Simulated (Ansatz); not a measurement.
A: NbAu2 (space group P6/mmm), a = 4.6605 Å, b = 4.6605 Å, c = 2.7461 Å, α = 90.00°, β = 90.00°, γ = 120.00°
B: WSi₂ (MoSi2 type, space group I4/mmm), a = b = 3.212 Å, c = 7.804 Å, α = β = γ = 90.00°
C: BiRh (NiAs type), a = b = 4.1299 Å, c = 5.6924 Å, α = β = 90.00°, γ = 120.00°
D: CdSe (wurtzite), a = 4.3400 Å, b = 4.3400 Å, c = 7.0780 Å, α = 90.00°, β = 90.00°, γ = 120.00°

Scan: energy over volume and axial ratio (atoms clamped). All come from one method, each on a k mesh of its own. All were relaxed with their symmetry unable to fall. BiRh is run without spin polarisation. NbAu2 is run without spin polarisation. Spin-orbit coupling is left out. WSi2 is run without spin polarisation.

Question: Put the candidates in order of modulus against c/a change at fixed volume, (3/4V)·∂²E/∂(ln c/a)² (fitted), lowest first, for r2SCAN (plane waves to 500 eV, PAW, scalar-relativistic; Ansatz, an electronic-structure program).

Answer: D (44 GPa), C (56 GPa), A (149 GPa), B (224 GPa)

(A scan under strain: stresses follow from slopes of the energy per volume, elastic moduli from its curvatures.)
